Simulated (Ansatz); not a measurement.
## Data sheet: CaTiO3 (DFT)

CaTiO$_{3}$:
```
CELL_PARAMETERS angstrom
      5.43714     0.00000     0.00000
      0.00000     7.59220     0.00000
      0.00000     0.00000     5.33596
ATOMIC_POSITIONS crystal
  Ca 0.54408 0.75000 0.50944
  Ca 0.45592 0.25000 0.49056
  Ca 0.95592 0.25000 0.00944
  Ca 0.04408 0.75000 0.99056
  Ti 0.50000 0.50000 0.00000
  Ti 0.00000 0.50000 0.50000
  Ti 0.00000 0.00000 0.50000
  Ti 0.50000 0.00000 0.00000
  O  0.48000 0.75000 0.07906
  O  0.52000 0.25000 0.92094
  O  0.02000 0.25000 0.57906
  O  0.98000 0.75000 0.42094
  O  0.79069 0.95843 0.79129
  O  0.20931 0.04157 0.20871
  O  0.70931 0.04157 0.29129
  O  0.29069 0.95843 0.70871
  O  0.29069 0.54157 0.70871
  O  0.70931 0.45843 0.29129
  O  0.20931 0.45843 0.20871
  O  0.79069 0.54157 0.79129
```

Space group Pnma (No. 62); conventional cell a = 5.437 Å, b = 7.592 Å, c = 5.336 Å, α = β = γ = 90.00°.

Method: PBEsol in the plane-wave PAW code Ansatz. The cell and atoms are relaxed at this level. Other levels are named where they apply.

Cell and energy:

| Property | Result |
|---|---|
| Volume per atom | 11.01 Å³ |
| Density | 4.10 g/cm³ |
| Formation energy from the elements (no fitted shifts) | -3.21 eV/atom |

Electronic structure:

| Quantity | Result |
|---|---|
| Band gap | 2.43 eV (direct) |
| Valence-band maximum | at Γ |
| Conduction-band minimum | at Γ |
| Electron effective mass, band 1 of 2 at the edge | 0.68 along x, 0.85 along y, 0.74 along z (mₑ) |
| Electron effective mass, band 2 of 2 at the edge | 0.75 along x, 0.50 along y, 0.93 along z (mₑ) |
| Hole effective mass | 0.38 along x, 0.85 along z (mₑ) |
| HSE06 gap on the PBEsol cell | 3.95 eV |

Mechanics:

| Item | Result |
|---|---|
| Bulk modulus (Birch–Murnaghan fit) | 186 GPa |
| Pressure derivative B′ | 4.2 |
| Elastic constants (relaxed ions, GPa) | C11 = 320, C22 = 341, C33 = 311, C12 = 109, C13 = 132, C23 = 110, C44 = 107, C55 = 109, C66 = 120 |
| Mechanical stability | stable (all eigenvalues of C positive) |
| Hill bulk and shear moduli | 186 and 108 GPa |
| Young's modulus | 272 GPa |
| Poisson's ratio | 0.26 |
| Debye temperature from the elastic constants | 764 K |

Phonons:

| Property | Value |
|---|---|
| Highest zone-centre frequency (without LO–TO term) | 798 cm⁻¹ |
| Zone-centre stability | no imaginary mode at Γ |
| Dynamical stability on the path | stable (no imaginary branch) |
| Zero-point energy | 62.9 meV/atom |
| Vibrational entropy at 300 K | 19.4 J/(K·mol of atoms) |

The first step of the workflow began from a Materials Project structure, measured or hypothetical; the Crystallography Open Database files this formula in space group No. 62, but the cells were not matched. Its standing as an ambient phase is unchecked. The cell was relaxed with PBEsol under the symmetry of its start. No spin polarisation was allowed. The references are the lowest solids computed at this level, not always the standard phases (solids in place of the gases).

Potentials: the later of the program's two PAW sets.
